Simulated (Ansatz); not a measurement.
**Ti₂AlC: strain energy, fitted**

Ti₂AlC, P6_3/mmc, a = 3.038 Å, c = 13.637 Å. The structure is a Materials Project entry; whether it is the stable form wasn't checked. Ansatz: PBEsol, PAW, 420 eV, Γ-centred 12×12×4 mesh on 8 atoms, Gaussian smearing 0.10 eV; no spin polarisation. Series: uniaxial strain along a, with b, c and atoms relaxed; x is the strain in per cent. y is the free energy over the unstrained cell, V0 = 13.624 Å³/atom.

```
x (%) y (meV/atom)
 -3.0             ?
 -1.5          2.93
  0.0          0.00
  1.5          2.80
  3.0         10.82
```

Problem. Fit y = c2 x² + c3 x³ to the other rows, turn c2 into a modulus, and predict the missing energy.

Solution. Least squares on the rows shown. y = 1.271 x² − 0.02273 x³. In eV per unit strain² c2 is 12.71; this is Young's modulus along the axis (E = ½ Y V0 ε²): 2 × 12.71 × 160.2 / (13.624) = 299 GPa. At x = -3.0 the fit asked for gives 12.05 meV/atom. The run gave 12.09 meV/atom, so the fit is 0.04 meV/atom too low, a small miss on the scale of the series. The form still works here, 33 % of the fitted range beyond its end.